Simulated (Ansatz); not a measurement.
Starting cell, HfO$_{2}$ (baddeleyite type, space group P2_1/c):

```
HfO2
1.0
    5.16167     0.00000     0.00000
    0.00000     5.21254     0.00000
   -0.89783     0.00000     5.27699
Hf O
4 8
Direct
  0.27573   0.04291   0.20837
  0.72427   0.54291   0.29163
  0.72427   0.95709   0.79163
  0.27573   0.45709   0.70837
  0.06716   0.32866   0.34845
  0.93284   0.82866   0.15155
  0.93284   0.67134   0.65155
  0.06716   0.17134   0.84845
  0.44917   0.75722   0.47666
  0.55083   0.25722   0.02334
  0.55083   0.24278   0.52334
  0.44917   0.74278   0.97666
```

The atoms are displaced by Q × the pattern below (from a DFPT mode at Γ, largest move 1; Q in Å), at fixed cell.

```csv
atom,x,y,z
Hf1,0.019,-0.014,-0.008
Hf2,0.019,0.014,-0.008
Hf3,-0.019,0.014,0.008
Hf4,-0.019,-0.014,0.008
O5,-0.548,0.740,0.389
O6,-0.548,-0.740,0.389
O7,0.548,-0.740,-0.389
O8,0.548,0.740,-0.389
O9,-0.066,-0.393,-0.004
O10,-0.066,0.393,-0.004
O11,0.066,0.393,0.004
O12,0.066,-0.393,0.004
```

The numbers are results of PBE (plane waves to 420 eV, PAW, scalar-relativistic; Ansatz, a program for electronic structure), not measurements. k mesh 5×5×5 (Γ-centred), Fermi-Dirac smearing 0.05 eV. Energies are smeared free energies. HfO2 is run without spin polarisation. HfO2 was relaxed with its symmetry unable to fall. Spin-orbit coupling is left out, though Hf is heavy. The PAW data are Ansatz's earlier set. ΔE is measured from the undisplaced structure.

| Q (Å) | ΔE (meV/cell) |
|---|---|
| -0.100 | 758 |
| -0.067 | 335 |
| -0.033 | 83 |
| 0.000 | 0 |
| 0.033 | 83 |
| 0.067 | 335 |
| 0.100 | 758 |

Problem. Which DFPT wavenumber at Γ belongs to this mode?
A. 107 cm⁻¹
B. 473 cm⁻¹
C. 740 cm⁻¹
D. 232 cm⁻¹

Solution. C, 740 cm⁻¹. The curvature of the scan gives 740 cm⁻¹

(A displaced cell: forces are minus the slopes of the energy, force constants its curvatures, and phonons follow from these.)
